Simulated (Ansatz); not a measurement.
Na (bcc, W type)

```yaml
crystal:
  lattice:
    - [-2.11099, 2.11099, 2.11099]
    - [2.11099, -2.11099, 2.11099]
    - [2.11099, 2.11099, -2.11099]
  atoms:
    - { symbol: Na, position: [0.00000, 0.00000, 0.00000] }
```

Equation-of-state scan: isotropic scaling of the cell above, V₀ being its volume. Symmetry pins the atoms to their sites.

The numbers are results of r2SCAN (plane waves to 500 eV, PAW, scalar-relativistic; Ansatz, a first-principles code), not measurements. k mesh 16×16×16 (Γ-centred), Fermi-Dirac smearing 0.05 eV. Energies are smeared free energies. Na was relaxed with its symmetry unable to fall. ΔE is measured from the relaxed starting cell. The last digit holds for this mesh only.

```csv
V (Å³/atom),ΔE (meV/atom)
33.866,10.8
34.806,5.8
35.747,2.5
36.688,0.6
37.628,0.0
38.569,0.5
39.510,2.0
40.451,4.4
41.391,7.6
```

### Question
What is the fitted pressure derivative B₀′?

### Answer
3.6.

### Question
What bulk modulus B₀ follows from a third-order Birch-Murnaghan fit?

### Answer
7.7 GPa.

(A scan under strain: stresses follow from slopes of the energy per volume, elastic moduli from its curvatures.)
